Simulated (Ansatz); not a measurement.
**Data sheet: Al (DFT)**

Al:
```cif
data_Al8
_chemical_formula_sum 'Al8'
_space_group_name_H-M_alt 'I4/mcm'
_space_group_IT_number 140
_space_group_name_Hall '-I 4 2c'
_cell_length_a 8.13638
_cell_length_b 8.13638
_cell_length_c 2.71890
_cell_angle_alpha 90.000
_cell_angle_beta 90.000
_cell_angle_gamma 90.000
loop_
_atom_site_label
_atom_site_type_symbol
_atom_site_symmetry_multiplicity
_atom_site_Wyckoff_symbol
_atom_site_fract_x
_atom_site_fract_y
_atom_site_fract_z
_atom_site_occupancy
Al1 Al 8 h 0.14719 0.35281 0.00000 1
```
(The calculation used a cell of 4 atoms; values per cell refer to that cell.)

Space group I4/mcm (No. 140); conventional cell a = 8.1364 Å, b = 8.1364 Å, c = 2.7189 Å, α = 90.00°, β = 90.00°, γ = 90.00°.

Method: the program Ansatz at the r²SCAN level (PAW). The cell and atoms are relaxed at this level. Other levels are named where they apply.

Cell and energy:

Volume per atom: 22.50 Å³
Density: 1.99 g/cm³

Electronic structure:

- Electronic character: metallic (no gap)
- Density of states at the Fermi level: 0.31 states/eV per atom (mean over ±0.08 eV)

Mechanics:

* **Bulk modulus (Birch–Murnaghan fit)**: 55.9 GPa
* **Pressure derivative B′**: 4.2

The start of the workflow was typed in or built on a structure type; neither database checked (COD, Materials Project) lists it. It is not the phase usual at ambient conditions (space group No. 225). The r²SCAN relaxation kept the symmetry of its start; whether a distortion lowers the energy is not shown. Axis ratios of metals converge slowly with the k-mesh, so a and c are less sure than the volume.

Potentials: the later of the program's two PAW sets.
